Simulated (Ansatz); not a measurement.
Consider the following.

B:
```cif
data_B36
_chemical_formula_sum 'B36'
_space_group_name_H-M_alt 'R-3m :H'
_space_group_IT_number 166
_space_group_name_Hall '-R 3 2"'
_cell_length_a 4.87636
_cell_length_b 4.87636
_cell_length_c 12.49942
_cell_angle_alpha 90.000
_cell_angle_beta 90.000
_cell_angle_gamma 120.000
loop_
_atom_site_label
_atom_site_type_symbol
_atom_site_symmetry_multiplicity
_atom_site_Wyckoff_symbol
_atom_site_fract_x
_atom_site_fract_y
_atom_site_fract_z
_atom_site_occupancy
B1 B 18 h 0.23786 0.11893 0.10831 1
B2 B 18 h 0.19726 0.39453 0.02433 1
```
(The calculation used a cell of 12 atoms; values per cell refer to that cell.)

This is the PBEsol-relaxed structure.

Problem. All from PBEsol (plane waves, PAW; program Ansatz), unless another level is named. Estimate the HSE06 gap on the PBEsol cell.

Solution. 1.94 eV.

Problem. What about the electron effective mass?

Solution. 1.1, 1.1, 5.1 mₑ (principal values).

Problem. Next, the band gap?

Solution. 1.34 eV (indirect).

Problem. Predict the smallest direct gap on the standard path.

Solution. 1.68 eV.

The cell was relaxed with PBEsol under the symmetry of its start.

Potentials: the later of the program's two PAW sets.
